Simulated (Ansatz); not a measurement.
A relaxed cell of Sr (Fm-3m (No. 225)), relaxed on a k-mesh at least as fine as the one used below. Computed with r2SCAN (plane waves to 500 eV, PAW, scalar-relativistic; Ansatz, a program for electronic structure). Γ-centred k-mesh 5×9×11 on the run's cell (coarser than for final values), Fermi–Dirac smearing 0.05 eV.

```
CELL_PARAMETERS angstrom
     -4.31052     4.31052     6.10519
      2.15526    -2.15526     3.05259
      2.15526     2.15526    -3.05259
ATOMIC_POSITIONS crystal
  Sr 0.00000 0.00000 0.00000
  Sr 0.50000 0.00000 0.00000
```

The atoms are displaced by (Å):

```
atom      ux      uy     uz
----  ------  ------  -----
Sr1   -0.110   0.165  0.069
Sr2   -0.017  -0.006  0.029
```

Q: What forces (eV/Å) and pressure result?

A: 
```
atom     Fx     Fy     Fz
----  -----  -----  -----
Sr1    0.03  -0.22  -0.12
Sr2   -0.03   0.22   0.12
```

Pressure +0.1 GPa.

No spin polarisation in the result.

The run that gave the undisplaced cell could not lose the symmetry of its start.
